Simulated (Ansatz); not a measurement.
A geometry of Sr2H5Rh away from equilibrium: step 36 of the relaxation of a relaxed Sr2H5Rh cell with one H and one Sr atom exchanged in a cell of 8 atoms. These are r2SCAN (plane waves to 500 eV, PAW, scalar-relativistic; Ansatz, a program for electronic structure) values and carry that method's errors. Γ-centred k-mesh 5×5×6 on the run's cell (coarser than for final values), Fermi–Dirac smearing 0.05 eV.

```xyz
8
Lattice="-3.0238 3.2862 6.1229 0.3927 -2.0107 3.4345 3.9580 2.9450 -5.2451" Properties=species:S:1:pos:R:3 pbc="T T T"
Sr    -0.8996     3.2378     2.4484
H      2.4598     2.0394     1.7902
H     -1.7797     3.0078     6.7139
Sr     1.0756     1.9175    -0.4919
H     -1.6096    -2.8082     3.9223
H      1.1088     2.1875     4.0946
H     -0.5400     0.9570     1.2965
Rh    -0.3791    -0.5380     0.5394
```

Which atoms carry the largest force, and which way does it point?

0.01 eV/Å, on H6, H7 (atoms numbered as listed); on H7 its components are (0.00, 0.01, -0.01).

What is the pressure?

+2.8 GPa, compression positive.

How far above the relaxed end point is this geometry?

0.03 eV/atom; the path ends in C2/m (No. 12).

No spin polarisation in the result.

Of the parent cell (I4mm (No. 107)): The relaxation started from an entry of Materials Project.

The runs began from a structure in Materials Project; this end point is another cell, not compared with measured phases.
